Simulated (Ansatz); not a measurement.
**As, black arsenic (Cmce): geometry optimisation**

All numbers below come from Ansatz, DFT, PBEsol, plane waves (420 eV) with PAW, scalar-relativistic. The PAW files were generated under PBE, with cores re-solved for the functional.

k-point mesh 9×9×7, Fermi-Dirac smearing 0.1 eV, no spin polarisation. Cell and atoms relax.

Starting structure:

```xyz
4
Lattice="1.8150 -5.4800 0.0000 1.8150 5.4800 0.0000 0.0000 0.0000 4.4500" Properties=species:S:1:pos:R:3 pbc="T T T"
As    1.8150    4.4059    4.0495
As    1.8150   -1.0741    2.6255
As    1.8150   -4.4059    0.4005
As    1.8150    1.0741    1.8245
```

**Question.** What cell does the relaxation end in?

**Answer.** Cmce with a = 3.729 Å, b = 10.876 Å, c = 4.286 Å; 21.73 Å³ per atom against 22.13 at the start (-1.8 %).

**Question.** How much energy does the relaxation gain?

**Answer.** 285.7 meV per atom.

Path of the relaxation (the plane waves are chosen anew near the end, which can shift the energy a little):

```tsv
step	E − E(final) (meV/atom)	V (Å³/atom)	P (GPa)	max force (eV/Å)
0	285.75	22.130	14.60	2.142
1	20.33	21.442	3.02	0.231
2	7.06	22.871	-0.53	0.159
3	3.22	22.341	-0.23	0.068
4	0.69	21.731	0.14	0.046
5	-0.04	21.729	-0.01	0.003
6	0.00	21.729	-0.01	0.003
```
